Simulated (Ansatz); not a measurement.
YSi₂: electron density at the nuclei under pressure

```xyz
3
Lattice="3.8300 0.0000 0.0000 -1.9150 3.3169 0.0000 0.0000 0.0000 4.1400" Properties=species:S:1:pos:R:3 pbc="T T T"
Y     0.0000    0.0000    0.0000
Si    0.0000    2.2113    2.0700
Si    1.9150    1.1056    2.0700
```

Atom numbers follow the list: Y1, Si2, Si3.

Conventional cell: a = 3.830 Å, b = 3.830 Å, c = 4.140 Å, α = 90.00°, β = 90.00°, γ = 120.00°. Y (atom 1) is surrounded by 12 Si at 3.03 Å. Si (atom 2) has 3 Si at 2.21 Å as nearest neighbours.

The geometry is COD entry 4344493, unchecked; take it as a test cell.

Spin polarisation is left out, and whether a magnetic state lies lower isn't shown here.

Method: DFT, PBEsol, all-electron PAW with datasets made for the crystal, scalar-relativistic in Ansatz 0.2.0.

Sampling and basis: a Γ-centred 12×12×10 k mesh, Fermi–Dirac smearing of 0.05 eV, cutoff 220 eV (chosen by the program for this cell), no spin polarisation.

The contact density is the mean electron density over the nuclear volume; its changes follow the s electrons' response to bonding and compression. Changes below are taken from the unscaled cell, where it is 443206 e/Å³ at Y1, 12769.3 e/Å³ at Si2.

Volumes at which the program chose other datasets or cutoffs are left out.

The datasets are made afresh for each cell, so very small changes are uncertain.

**Question.** Tabulate the changes with volume.

**Answer.** 
| V/V(cell) | P (GPa) | Δρ(0) Y1 (e/Å³) | Δρ(0) Si2 (e/Å³) |
| --- | --- | --- | --- |
| 0.9800 | 12.2 | 0.12 | -0.15 |
| 0.9900 | 10.7 | 0.06 | -0.08 |
| 1.0000 | 9.3 | 0.00 | 0.00 |
| 1.0100 | 7.9 | -0.05 | 0.08 |
| 1.0200 | 6.6 | -0.10 | 0.18 |
| 1.0400 | 4.3 | -0.19 | 0.38 |
| 1.0600 | 2.1 | -0.27 | 0.60 |
